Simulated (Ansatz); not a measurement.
Theory: Ansatz, DFT PBE, scalar-relativistic, plane waves, PAW. All cells share a 420 eV cutoff and Γ-centred k meshes spaced at most about 0.3 Å⁻¹ (about 0.25 or finer for metals, 2π included). No spin polarisation in the final relaxations.

Temperature and zero-point effects are left out.

Two forms of Be₆N were relaxed alike.

A. Space group P4mm (No. 99), tetragonal, a = 4.523 Å, c = 3.945 Å. Be on a site of symmetry m has 1 Be at 1.80 Å, 2 Be at 1.93 Å, 2 Be at 2.16–2.18 Å and 2 N at 2.57 Å; around Be on a site of symmetry 2mm lie 4 Be at 2.16–2.18 Å and 2 N at 2.53 Å; around N lie 12 Be at 2.53–2.57 Å (long against covalent radii, as for large ions).

B. Space group Pm-3m (No. 221), cubic, a = 4.123 Å. Around Be on its first site lie 4 Be at 2.06 Å; around Be on its second site lie 2 N at 2.06 Å and 4 Be at 2.06 Å; N is surrounded by 6 Be at 2.06 Å.

Task: Which would you expect to be lower, and how large is the difference?

Result: B is lower, by 251 meV/atom. A has space group P4mm (No. 99), 11.5 Å³/atom and no gap on its mesh; B has space group Pm-3m (No. 221), 10.0 Å³/atom and no gap. Counting Be atoms around N (those within 1.25 times the shortest such distance or 1.15 times the sum of covalent radii; the shortest distance is added where it exceeds 1.18 times the sum of covalent radii), A has N 12 from 2.5 Å and B has N 6 from 2.1 Å. The denser one is the lower, and pressure would at first widen the difference. Even the lower one lies +1.22 eV/atom against the reference forms of the elements (uncorrected), so neither is stable at this level. Both come from invented guesses.

Cells relaxed within their symmetry can be saddle points.
